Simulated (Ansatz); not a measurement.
A relaxation computed with Ansatz, from input to last step.

```yaml
crystal:
  lattice:
    - [0.0, 4.1647923857, 6.3195465003]
    - [3.8922082144, 0.0, 6.3195465003]
    - [3.8922082144, 4.1647923857, 0.0]
  atoms:
    - { symbol: Ta, position: [0.7197, 0.1333, 0.2803] }
    - { symbol: Ta, position: [0.8667, 0.2803, 0.1333] }
    - { symbol: Ta, position: [0.2803, 0.8667, 0.7197] }
    - { symbol: Ta, position: [0.1333, 0.7197, 0.8667] }
    - { symbol: Ta, position: [0.8519, 0.8519, 0.1481] }
    - { symbol: Ta, position: [0.1481, 0.1481, 0.8519] }
    - { symbol: P, position: [0.718, 0.282, 0.718] }
    - { symbol: P, position: [0.282, 0.718, 0.282] }
    - { symbol: P, position: [0.25, 0.25, 0.25] }
    - { symbol: P, position: [0.75, 0.75, 0.75] }
basis:
  ecutwfc: 420
kpoints:
  mp_grid: { grid: [4, 4, 4] }
hamiltonian:
  xc: pbe
scf:
  occupations: { method: gaussian, width: 0.1 }
  lower_state_search: "off"
output:
  forces: true
  stress: true
  eigenvalues: true
relax:
  adjacent_minimum: "off"
  f_tol: 0.04
  max_steps: 70
  cell: { stress_tol: 0.4 }
```

```bash
ansatz run input.yaml --threads 1 --pin off --max-ram 2560MiB --backend cpu --events-out ev --progress --plain --runs-dir out
```

Theory: Ansatz, DFT PBE, scalar-relativistic, plane waves, PAW.

Of 18 frames 10 are shown, positions in Å and forces in eV/Å; the SCF threshold varies from step to step. Steps run on the plane waves of an earlier cell, with a Pulay correction in the pressure. The basis is chosen afresh for the last frame, the zero of the energies, and at times for earlier ones too; energy and pressure step there, also at an unchanged geometry. Here that happened at step 18 (-3 meV/atom, 0.1 GPa); the frames before carry an error of that size.

```xyz
10
Lattice="0.0000 4.1648 6.3195 3.8922 0.0000 6.3195 3.8922 4.1648 0.0000" Properties=species:S:1:pos:R:3:forces:R:3 pbc="T T T" step=1 free_energy_over_end_meV_per_atom=5111.86 pressure_GPa=67.42
Ta    1.6098    4.1648    5.3906   23.2599    0.0000  -14.8548
Ta    1.6098    4.1648    7.2485   23.2599    0.0000   14.8548
Ta    6.1746    4.1648    7.2485  -23.2599    0.0000   14.8548
Ta    6.1746    4.1648    5.3906  -23.2599    0.0000  -14.8548
Ta    3.8922    4.1648   10.7672    0.0000    0.0000  -27.7901
Ta    3.8922    4.1648    1.8719    0.0000    0.0000   27.7901
P     3.8922    5.9806    6.3195    0.0000    2.8222    0.0000
P     3.8922    2.3489    6.3195    0.0000   -2.8222    0.0000
P     1.9461    2.0824    3.1598    0.0000    0.0000    0.0000
P     5.8383    6.2472    9.4793    0.0000    0.0000    0.0000
10
Lattice="0.0000 3.9280 6.4742 3.9917 0.0000 6.4742 3.9917 3.9280 0.0000" Properties=species:S:1:pos:R:3:forces:R:3 pbc="T T T" step=3 free_energy_over_end_meV_per_atom=1869.16 pressure_GPa=7.64
Ta    1.9238    3.9280    5.3568    6.1672    0.0000   -3.6941
Ta    1.9238    3.9280    7.5916    6.1672    0.0000    3.6941
Ta    6.0596    3.9280    7.5916   -6.1672    0.0000    3.6941
Ta    6.0596    3.9280    5.3568   -6.1672    0.0000   -3.6941
Ta    3.9917    3.9280   10.7123    0.0000    0.0000   -7.3813
Ta    3.9917    3.9280    2.2361    0.0000    0.0000    7.3813
P     3.9917    5.7640    6.4742    0.0000    2.4430    0.0000
P     3.9917    2.0921    6.4742    0.0000   -2.4430    0.0000
P     1.9959    1.9640    3.2371    0.0000    0.0000    0.0000
P     5.9876    5.8921    9.7113    0.0000    0.0000    0.0000
10
Lattice="0.0000 3.5218 6.5072 3.9678 0.0000 6.5072 3.9678 3.5218 0.0000" Properties=species:S:1:pos:R:3:forces:R:3 pbc="T T T" step=5 free_energy_over_end_meV_per_atom=631.07 pressure_GPa=-4.51
Ta    2.1724    3.5218    5.2397    2.8874    0.0000   -1.0689
Ta    2.1724    3.5218    7.7746    2.8874    0.0000    1.0689
Ta    5.7633    3.5218    7.7746   -2.8874    0.0000    1.0689
Ta    5.7633    3.5218    5.2397   -2.8874    0.0000   -1.0689
Ta    3.9678    3.5218   10.4586    0.0000    0.0000   -2.8360
Ta    3.9678    3.5218    2.5557    0.0000    0.0000    2.8360
P     3.9678    5.3291    6.5072    0.0000    1.1125    0.0000
P     3.9678    1.7146    6.5072    0.0000   -1.1125    0.0000
P     1.9839    1.7609    3.2536    0.0000    0.0000    0.0000
P     5.9517    5.2827    9.7608    0.0000    0.0000    0.0000
10
Lattice="0.0000 3.1299 6.6509 3.8671 0.0000 6.6509 3.8671 3.1299 0.0000" Properties=species:S:1:pos:R:3:forces:R:3 pbc="T T T" step=7 free_energy_over_end_meV_per_atom=142.48 pressure_GPa=5.29
Ta    2.4379    3.1299    5.2715    0.5620    0.0000   -0.3670
Ta    2.4379    3.1299    8.0302    0.5620    0.0000    0.3670
Ta    5.2963    3.1299    8.0302   -0.5620    0.0000    0.3670
Ta    5.2963    3.1299    5.2715   -0.5620    0.0000   -0.3670
Ta    3.8671    3.1299   10.6009    0.0000    0.0000   -0.1633
Ta    3.8671    3.1299    2.7008    0.0000    0.0000    0.1633
P     3.8671    4.7891    6.6509    0.0000    0.8656    0.0000
P     3.8671    1.4708    6.6509    0.0000   -0.8656    0.0000
P     1.9335    1.5650    3.3254    0.0000    0.0000    0.0000
P     5.8006    4.6949    9.9763    0.0000    0.0000    0.0000
10
Lattice="0.0000 2.9343 6.7235 4.0425 0.0000 6.7235 4.0425 2.9343 0.0000" Properties=species:S:1:pos:R:3:forces:R:3 pbc="T T T" step=9 free_energy_over_end_meV_per_atom=70.59 pressure_GPa=1.80
Ta    2.6813    2.9343    5.2614    0.0440    0.0000    0.6099
Ta    2.6813    2.9343    8.1855    0.0440    0.0000   -0.6099
Ta    5.4038    2.9343    8.1855   -0.0440    0.0000   -0.6099
Ta    5.4038    2.9343    5.2614   -0.0440    0.0000    0.6099
Ta    4.0425    2.9343   10.8187    0.0000    0.0000    0.1301
Ta    4.0425    2.9343    2.6283    0.0000    0.0000   -0.1301
P     4.0425    4.6685    6.7235    0.0000   -0.0318    0.0000
P     4.0425    1.2001    6.7235    0.0000    0.0318    0.0000
P     2.0213    1.4671    3.3617    0.0000    0.0000    0.0000
P     6.0638    4.4014   10.0852    0.0000    0.0000    0.0000
10
Lattice="0.0000 2.8039 6.6868 4.1797 0.0000 6.6868 4.1797 2.8039 0.0000" Properties=species:S:1:pos:R:3:forces:R:3 pbc="T T T" step=10 free_energy_over_end_meV_per_atom=58.71 pressure_GPa=2.63
Ta    2.7941    2.8039    5.2590    0.1138    0.0000    0.4706
Ta    2.7941    2.8039    8.1146    0.1138    0.0000   -0.4706
Ta    5.5653    2.8039    8.1146   -0.1138    0.0000   -0.4706
Ta    5.5653    2.8039    5.2590   -0.1138    0.0000    0.4706
Ta    4.1797    2.8039   10.8024    0.0000    0.0000    0.4602
Ta    4.1797    2.8039    2.5712    0.0000    0.0000   -0.4602
P     4.1797    4.5312    6.6868    0.0000   -1.4167    0.0000
P     4.1797    1.0766    6.6868    0.0000    1.4167    0.0000
P     2.0898    1.4019    3.3434    0.0000    0.0000    0.0000
P     6.2695    4.2058   10.0302    0.0000    0.0000    0.0000
10
Lattice="0.0000 2.5426 6.8874 4.3875 0.0000 6.8874 4.3875 2.5426 0.0000" Properties=species:S:1:pos:R:3:forces:R:3 pbc="T T T" step=12 free_energy_over_end_meV_per_atom=30.28 pressure_GPa=5.42
Ta    2.9348    2.5426    5.4704   -0.3902    0.0000   -0.8431
Ta    2.9348    2.5426    8.3044   -0.3902    0.0000    0.8431
Ta    5.8403    2.5426    8.3044    0.3902    0.0000    0.8431
Ta    5.8403    2.5426    5.4704    0.3902    0.0000   -0.8431
Ta    4.3875    2.5426   11.3068    0.0000    0.0000   -0.8049
Ta    4.3875    2.5426    2.4680    0.0000    0.0000    0.8049
P     4.3875    4.0013    6.8874    0.0000    0.1743    0.0000
P     4.3875    1.0839    6.8874    0.0000   -0.1743    0.0000
P     2.1938    1.2713    3.4437    0.0000    0.0000    0.0000
P     6.5813    3.8139   10.3311    0.0000    0.0000    0.0000
10
Lattice="0.0000 2.5238 7.0704 4.4480 0.0000 7.0704 4.4480 2.5238 0.0000" Properties=species:S:1:pos:R:3:forces:R:3 pbc="T T T" step=14 free_energy_over_end_meV_per_atom=5.96 pressure_GPa=-0.84
Ta    2.9750    2.5238    5.5671    0.1345    0.0000   -0.3020
Ta    2.9750    2.5238    8.5736    0.1345    0.0000    0.3020
Ta    5.9211    2.5238    8.5736   -0.1345    0.0000    0.3020
Ta    5.9211    2.5238    5.5671   -0.1345    0.0000   -0.3020
Ta    4.4480    2.5238   11.4886    0.0000    0.0000   -0.1097
Ta    4.4480    2.5238    2.6521    0.0000    0.0000    0.1097
P     4.4480    3.9432    7.0704    0.0000    0.3251    0.0000
P     4.4480    1.1043    7.0704    0.0000   -0.3251    0.0000
P     2.2240    1.2619    3.5352    0.0000    0.0000    0.0000
P     6.6720    3.7856   10.6055    0.0000    0.0000    0.0000
10
Lattice="0.0000 2.5352 7.0244 4.4529 0.0000 7.0244 4.4529 2.5352 0.0000" Properties=species:S:1:pos:R:3:forces:R:3 pbc="T T T" step=16 free_energy_over_end_meV_per_atom=3.02 pressure_GPa=-0.01
Ta    2.9981    2.5352    5.5108   -0.0174    0.0000   -0.0126
Ta    2.9981    2.5352    8.5380   -0.0174    0.0000    0.0126
Ta    5.9077    2.5352    8.5380    0.0174    0.0000    0.0126
Ta    5.9077    2.5352    5.5108    0.0174    0.0000   -0.0126
Ta    4.4529    2.5352   11.4008    0.0000    0.0000    0.0032
Ta    4.4529    2.5352    2.6481    0.0000    0.0000   -0.0032
P     4.4529    3.9749    7.0244    0.0000    0.0178    0.0000
P     4.4529    1.0955    7.0244    0.0000   -0.0178    0.0000
P     2.2265    1.2676    3.5122    0.0000    0.0000    0.0000
P     6.6794    3.8028   10.5366    0.0000    0.0000    0.0000
10
Lattice="0.0000 2.5258 7.0318 4.4669 0.0000 7.0318 4.4669 2.5258 0.0000" Properties=species:S:1:pos:R:3:forces:R:3 pbc="T T T" step=18 free_energy_over_end_meV_per_atom=0.00 pressure_GPa=0.13
Ta    3.0073    2.5258    5.5145    0.0082    0.0000    0.0090
Ta    3.0073    2.5258    8.5491    0.0082    0.0000   -0.0090
Ta    5.9264    2.5258    8.5491   -0.0082    0.0000   -0.0090
Ta    5.9264    2.5258    5.5145   -0.0082    0.0000    0.0090
Ta    4.4669    2.5258   11.4136    0.0000    0.0000    0.0063
Ta    4.4669    2.5258    2.6501    0.0000    0.0000   -0.0063
P     4.4669    3.9577    7.0318    0.0000   -0.0113    0.0000
P     4.4669    1.0939    7.0318    0.0000    0.0113    0.0000
P     2.2334    1.2629    3.5159    0.0000    0.0000    0.0000
P     6.7003    3.7887   10.5477    0.0000    0.0000    0.0000
```

The start puts this composition into another compound's structure type, which needn't suit it. At the end the space group is Fmmm (tolerance 0.05 Å).

The k mesh is coarse. Spin–orbit coupling is left out, which can shift energies with elements as heavy as these.